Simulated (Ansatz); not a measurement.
Total density of states per atom from the program Ansatz at the LDA level (PAW), in 0.25 eV bins, energy from the Fermi level:

```tsv
E (eV)	states/eV/atom
-7.15	0.00
-6.90	0.03
-6.65	0.05
-6.40	0.08
-6.15	0.10
-5.90	0.14
-5.65	0.16
-5.40	0.18
-5.15	0.22
-4.90	0.33
-4.65	0.43
-4.40	0.51
-4.15	1.70
-3.90	3.30
-3.65	4.41
-3.40	3.10
-3.15	0.72
-2.90	0.48
-2.65	0.56
-2.40	0.61
-2.15	0.85
-1.90	0.78
-1.65	0.61
-1.40	1.04
-1.15	1.25
-0.90	1.32
-0.65	1.34
-0.40	0.54
-0.15	0.43
0.10	0.71
0.35	1.31
0.60	0.98
0.85	0.92
1.10	1.17
1.35	1.22
1.60	1.71
1.85	1.14
2.10	0.66
2.35	0.54
2.60	0.43
2.85	0.46
3.10	0.62
3.35	0.66
3.60	0.72
3.85	0.74
4.10	0.92
4.35	0.83
4.60	0.87
```

Q: Pick the material that matches.
A. ZrO2, Pnma (Zr on 4c, O on 4c, O on 4c)
B. ZrPt, Cmcm (Zr on 4c, Pt on 4c)
C. ZrOs, CsCl type
D. Zr2Cu, MoSi2 or CaC2 type

A: D, Zr2Cu, MoSi2 or CaC2 type. Within 0.5 eV of the Fermi level: Zr 4d 76 %, Zr 5s 7 %, outside the projected shells 10 %. Projections are on Löwdin-orthogonalised atomic valence shells; empty p or d shells of many metals are not among them.

Space group I4/mmm (MoSi2 or CaC2 type). The workflow started from a Materials Project entry (that database holds measured and hypothetical structures alike); the Crystallography Open Database files this formula in space group No. 139, but the cells were not matched. Its standing as an ambient phase is unchecked. Symmetry was held in the LDA relaxation; whether a distortion lowers the energy is not shown. The run is not spin-polarised. Spin–orbit coupling is left out wherever it is not named.

Potentials: the later of the program's two PAW sets.
